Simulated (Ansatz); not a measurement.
LiInP₂Se₆ in space group P-31c (No. 163; Li on 2a, In on 2d, P on 4f, Se on 12i), DFT-PBE+D3(BJ) in the program Ansatz with PAW potentials. The conduction-band minimum lies at Γ, with 1 equivalent valley. Second derivatives d²E/dk² of the lowest band at one valley (eV·Å²), along Cartesian directions:

```tsv
direction	d²E/dk²
[100]	49.88
[010]	49.88
[001]	0.7325
[110]	49.88
[101]	25.34
[011]	25.34
```

Task: Find the principal effective masses, the density-of-states mass and the conductivity mass.

Result: Off-diagonal terms follow from H_xy = H[110] − (H_xx + H_yy)/2, and m*/mₑ = 7.620 eV·Å² over each eigenvalue: 0.15, 0.15, 10. One valley's DOS mass (m₁m₂m₃)^(1/3) = 0.62, conductivity mass 3/(Σ 1/mᵢ) = 0.23 mₑ.

Task: What effective density of states Nc follows at 300 K for parabolic valleys?

Result: Nc = 2.509e19 × 1 × (0.62)^(3/2) ≈ 1.2e19 cm⁻³.

The start of the workflow was typed in or built on a structure type; neither database checked (COD, Materials Project) lists it. Whether it is the stable phase at ambient conditions was not checked. The cell was relaxed with PBE+D3(BJ) under the symmetry of its start; whether a distortion lowers the energy is not shown. The volume moved by -20 % from the start of the relaxation. Scalar-relativistic: spin–orbit coupling is off unless named, which matters more the heavier the elements.

Potentials: the later of the program's two PAW sets.

Edges and masses are those of Kohn–Sham bands, whose gap is no quasiparticle gap.
